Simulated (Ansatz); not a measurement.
Crystals of one structure type (NiAs type) and one family of elements, relaxed and computed with the program Ansatz at the PBE level (PAW).

| crystal | V (Å³/atom) | B₀ by P(V) fit (GPa) |
|---|---|---|
| BAs | 12.55 | 122 |
| AlP | 16.25 | 103 |
| BiB | 18.88 | 73.1 |
| InP | 21.60 | 70.9 |
| InAs | 24.11 | ? |
| GaBi | 27.69 | 46.5 |
| InSb | 29.31 | 45.7 |

Q: Fit a straight line to ln B₀ against ln V and predict the withheld value.

A: Least squares on the 6 shown rows: ln B₀ = -1.22 × ln V + (7.941), with a scatter of 6 %. For InAs this gives 57.9. The run itself gave 59.1, within the scatter.

Constructed cells (a structure type filled with these elements, in neither database checked): BiB, NiAs type; InAs, NiAs type; GaBi, NiAs type; InSb, NiAs type. Typed or built starts, not in the databases checked: BAs, NiAs type; AlP, NiAs type; InP, NiAs type. Not the usual ambient phase: BAs, NiAs type; AlP, NiAs type; InP, NiAs type; InAs, NiAs type; InSb, NiAs type. All cells were relaxed under the symmetry of their starts (and spin orders); stability against distortions was not tested throughout. Scalar-relativistic: spin–orbit coupling is off unless named, which matters more the heavier the elements.

Potentials: the later of the program's two PAW sets.
